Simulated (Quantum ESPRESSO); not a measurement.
Kohn-Sham bands of LiCl (rock salt)

```
CELL_PARAMETERS angstrom
      0.00000     2.54212     2.54212
      2.54212     0.00000     2.54212
      2.54212     2.54212     0.00000
ATOMIC_POSITIONS crystal
  Li 0.00000 0.00000 0.00000
  Cl 0.50000 0.50000 0.50000
```

Cell from Materials Project (mp-22905), symmetrised, no further relaxation. COD (Crystallography Open Database) has an entry of this formula and space group (matched by these alone). Computed values, not measurements, from PBEsol: Quantum ESPRESSO (norm-conserving PseudoDojo potentials, cutoff 60 Ry, no spin polarisation, no spin-orbit coupling) on a Γ-centred 10×10×10 mesh, then Wannier90. Density: 10×10×10 mesh, cold smearing 0.01 Ry.

List the Kohn-Sham levels between −8 and 9.3 eV relative to the valence-band maximum at the high-symmetry points, as a band run of pw.x on that density gives them (levels within 2 meV counted together).


| point | k (reciprocal lattice) | levels (eV) |
|---|---|---|
| Γ | 0.000 0.000 0.000 | 0.00 (×3), 6.28 |
| X | 0.500 0.000 0.500 | -3.08, -1.18 (×2), 7.76, 7.99 |
| U | 0.625 0.250 0.625 | -2.65, -1.90, -0.89, 7.91 |
| K | 0.375 0.375 0.750 | -2.65, -1.90, -0.89, 7.91 |
| L | 0.500 0.500 0.500 | -2.98, -0.28 (×2), 6.57 |
| W | 0.500 0.250 0.750 | -2.27 (×2), -1.13 |
